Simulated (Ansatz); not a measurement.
Question: Name crystals whose computed values (LDA in the plane-wave PAW code Ansatz) fall in these windows: Θ_D (K) 180 to 230; G_Hill (GPa) 33 to 41.

Answer: 

```csv
crystal,Θ_D (K),G_Hill (GPa)
"SbPt, NiAs type",208,36.9
"BiPt, NiAs type",182,35.2
"CuAu3, Cu3Au type",196,36.8
"LuBi, rock salt",200,38.5
```
Others may fit too.

Standing as an ambient phase not checked: SbPt, NiAs type; BiPt, NiAs type; CuAu3, Cu3Au type; LuBi, rock salt. Perhaps ordered models of mixed-site phases: LuBi, rock salt. All cells were relaxed under the symmetry of their starts (and spin orders); stability against distortions was not tested throughout. Rows with no word on spin ran without spin polarisation. Scalar-relativistic: spin–orbit coupling is off unless named, which matters more the heavier the elements.

Potentials: the later of the program's two PAW sets.
